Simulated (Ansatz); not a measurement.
The end point of a relaxation of TiAl. Computed with r2SCAN (plane waves to 500 eV, PAW, scalar-relativistic; Ansatz, a quantum-chemistry and plane-wave program).

```
CELL_PARAMETERS angstrom
      2.81294     0.00000     0.00000
      0.00000     2.81294     0.00000
      0.00000     0.00000     4.05854
ATOMIC_POSITIONS crystal
  Al 0.50000 0.50000 0.50000
  Ti 0.00000 0.00000 0.00000
```

**Question.** Find the space group and the Wyckoff positions (tolerance 0.01 Å).

**Answer.** Space group P4/mmm (No. 123); a = 2.813 Å, b = 2.813 Å, c = 4.059 Å, α = 90.00°, β = 90.00°, γ = 90.00°

| atom | site | symmetry | x | y | z |
|---|---|---|---|---|---|
| Al | 1d | 4/mmm | 0.5000 | 0.5000 | 0.5000 |
| Ti | 1a | 4/mmm | 0.0000 | 0.0000 | 0.0000 |

This is the AFLOW prototype AB_tP2_123_a_d (L1_0, as in CuAu).

**Question.** Give the shortest distances between elements (the closest pairs, up to four, under 3.6 Å).

**Answer.** Al–Al 2.81 Å; Ti–Ti 2.81 Å; Al–Ti 2.84 Å.

```json
{
 "volume_per_atom": "16.06 Å³",
 "band_gap": "no gap (metallic)"
}
```

No spin polarisation in the result.

The run could not lose the symmetry of its start.

The first start was generated by a random draw of sites in a space group. A measured structure of TiAl has the same space group, P4/mmm (No. 123); the sites were not compared with it.
